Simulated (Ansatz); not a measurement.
**Structure types of Eu compared at 22 GPa**

Structure types of Eu are relaxed in primitive cells with their symmetry kept at 22 GPa, first on PAW files, then by LAPW. The enthalpy is E + pV at zero temperature, without zero-point motion. Only the types listed were tried, and differences under about 5 meV/atom are mesh noise. Not among the end structures: hcp, which may lie lower.

Level of theory: DFT with LDA, scalar-relativistic, in Ansatz 0.2.0; Fermi–Dirac smearing of 0.1 eV, spin-polarised from start moments Eu 7 μB. LAPW: all electrons, basis error target 0.5 meV/atom; PAW: frozen-core files, cutoff 420 eV.

k meshes: fcc 15×15×15, bcc 16×16×16.

The open f shell is treated without a Hubbard term, so these are results of the method, and the state needn't be the lowest. Spin–orbit coupling is left out, which matters for the heavy atoms. The PAW files were made under PBE.

Question: Order the types by LAPW enthalpy, lowest first.
A. fcc
B. bcc

Answer: A (0 meV/atom), B (49 meV/atom).

```tsv
start type	ends as	a, b, c (Å)	V (Å³/atom)	H − H(lowest), LAPW (meV/atom)	same, PAW	moment (μB/atom)
fcc	fcc, Fm-3m	4.365, 4.365, 4.365	20.80	0.0	0.0	6.96
bcc	bcc, Im-3m	3.483, 3.483, 3.483	21.12	49.4	50.1	7.13
```

Question: Split the lead of fcc over bcc into energy and pV.

Answer: For bcc less fcc: ΔE = +4.9 meV/atom, and p·ΔV = 22 GPa × +0.3248 Å³ × 6.242 meV/(GPa·Å³) = +44.6 meV/atom, together 49.5 meV/atom. fcc wins on both counts.
